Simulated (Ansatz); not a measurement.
Na2Al2B2O7: checking a database structure before trusting its electric field gradients

The cell is a refined structure from the COD.

```cif
data_Na2Al2B2O7
_symmetry_space_group_name_H-M 'P-31c'
_symmetry_Int_Tables_number 163
_cell_length_a 4.8113
_cell_length_b 4.8113
_cell_length_c 15.2781
_cell_angle_alpha 90.000
_cell_angle_beta 90.000
_cell_angle_gamma 120.000
loop_
_atom_site_label
_atom_site_type_symbol
_atom_site_symmetry_multiplicity
_atom_site_Wyckoff_symbol
_atom_site_fract_x
_atom_site_fract_y
_atom_site_fract_z
Na1 Na 2 b 0.0000 0.0000 0.0000
Na3 Na 2 a 0.0000 0.0000 0.2500
Al Al 4 f 0.3333 0.6667 0.6374
B B 4 f 0.3333 0.6667 0.0978
O13 O 12 i 0.9704 0.6087 0.8916
O25 O 2 d 0.6667 0.3333 0.2500
```

One atom of each set is listed.

Method: Kohn–Sham DFT in Ansatz, PBE, plane waves and PAW, scalar-relativistic, 420 eV cutoff, Γ-centred 5×5×2 k-points, Fermi–Dirac smearing 0.02 eV.

Q: Do the atoms and the cell lie near the calculated equilibrium?

A: No. The largest force is 3.4 eV/Å, on atom 13 (O: 1 B at 1.41 Å, 1 Al at 1.68 Å, angle 134°; also 2 Na at 2.46–2.82 Å), and the pressure is 6.1 GPa. Such values can come from imprecise or misplaced coordinates, missing atoms or a wrong setting of the space group; the run alone doesn't tell which, and gradients calculated on this entry can't be taken for those of the compound at ambient conditions.
